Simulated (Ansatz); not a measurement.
Relaxing InGa₂N₃

These are results of DFT PBEsol, scalar-relativistic, plane waves, PAW in Ansatz 0.2.0, not measurements. Run with 420 eV cutoff, 6×6×6 k-mesh, Gaussian smearing of 0.02 eV, no spin polarisation.

What was changed: uniaxial strain along a, with b, c and atoms relaxed: -2.0 %.

Command:

```bash
ansatz run input.yaml --threads 2 --pin off --max-ram 5120MiB --backend cpu --events-out ev --progress --plain --runs-dir out
```

Input:

```yaml
crystal:
  lattice:
    - [4.8539527379, -2.7997308622, 0.0]
    - [4.9157759239, 2.9069150302, 0.0]
    - [0.0, 0.0, 5.3622722225]
  atoms:
    - { symbol: In, position: [0.3252227415, 0.6747772585, 0.9897489534] }
    - { symbol: In, position: [0.6747772585, 0.3252227415, 0.4897489534] }
    - { symbol: Ga, position: [0.0069945022, 0.3338844486, 0.9926402252] }
    - { symbol: Ga, position: [0.6661155514, 0.9930054978, 0.9926402252] }
    - { symbol: Ga, position: [0.9930054978, 0.6661155514, 0.4926402252] }
    - { symbol: Ga, position: [0.3338844486, 0.0069945022, 0.4926402252] }
    - { symbol: "N", position: [0.0264767015, 0.3336441489, 0.3589520517] }
    - { symbol: "N", position: [0.6663558511, 0.9735232985, 0.3589520517] }
    - { symbol: "N", position: [0.9735232985, 0.6663558511, 0.8589520517] }
    - { symbol: "N", position: [0.3336441489, 0.0264767015, 0.8589520517] }
    - { symbol: "N", position: [0.3078788724, 0.6921211276, 0.3950674929] }
    - { symbol: "N", position: [0.6921211276, 0.3078788724, 0.8950674929] }
basis:
  ecutwfc: 420
kpoints:
  mp_grid: { grid: [6, 6, 6] }
hamiltonian:
  xc: pbesol
scf:
  occupations: { method: gaussian, width: 0.02 }
output:
  forces: true
  stress: true
  eigenvalues: true
  write_density: true
  write_potential: true
  elf: true
  volumetric_format: npy
relax:
  adjacent_minimum: "off"
  f_tol: 0.008
  max_steps: 40
  cell: { stress_tol: 0.015, fix: [a, angles] }
```

F is the free energy. Steps run on the plane waves of an earlier cell, but the last one, and at times one on the way, on a freshly chosen basis, so a repeated geometry can differ a little in energy. The held parts of the cell keep their stress, so P needn't end at zero.

Steps:

```csv
step,F − F(1) (eV),largest force component (eV/Å),V (Å³/atom),P (GPa)
1,0.0000,0.245,12.455,1.91
2,-0.0145,0.165,12.463,1.71
3,-0.0214,0.025,12.466,1.60
4,-0.0214,0.002,12.469,1.54
5,-0.0219,0.002,12.469,1.55
6,-0.0219,0.000,12.469,1.56
7,-0.0219,0.000,12.469,1.56
```

Relaxed structure:

```
CELL_PARAMETERS angstrom
4.85580 -2.79653 0.00000
4.92535 2.91696 0.00000
0.00000 0.00000 5.35550
ATOMIC_POSITIONS crystal
In 0.32691 0.67504 0.99138
In 0.67309 0.32496 0.49138
Ga 0.00759 0.33418 0.99333
Ga 0.66697 0.99284 0.99325
Ga 0.99241 0.66582 0.49333
Ga 0.33303 0.00716 0.49325
N 0.02899 0.33399 0.35800
N 0.66923 0.97336 0.35782
N 0.97101 0.66601 0.85800
N 0.33077 0.02664 0.85782
N 0.31082 0.69214 0.39422
N 0.68918 0.30786 0.89422
```

It takes space group P2_1 (No. 4, monoclinic). Conventional cell: a = 5.604 Å, b = 5.355 Å, c = 5.714 Å, α = 90.00°, β = 119.24°, γ = 90.00°. In (site symmetry 1) is surrounded by 4 N at 2.14 to 2.16 Å. Ga (site symmetry 1) has 4 N at 1.94 to 1.96 Å as nearest neighbours. Around Ga (site symmetry 1) lie 4 N at 1.94 to 1.96 Å. N (site symmetry 1) has 3 Ga at 1.95 to 1.96 Å and 1 In at 2.14 Å as nearest neighbours. N (site symmetry 1) has 3 Ga at 1.94 to 1.96 Å and 1 In at 2.15 Å as nearest neighbours. N (site symmetry 1) is surrounded by 2 Ga at 1.94 Å and 2 In at 2.15 to 2.16 Å.

The run converged. The run took 3.7 min on 2 threads of Intel(R) Xeon(R) Platinum 8375C CPU @ 2.90GHz (Ice Lake), on a shared host, peak memory 0.91 GiB.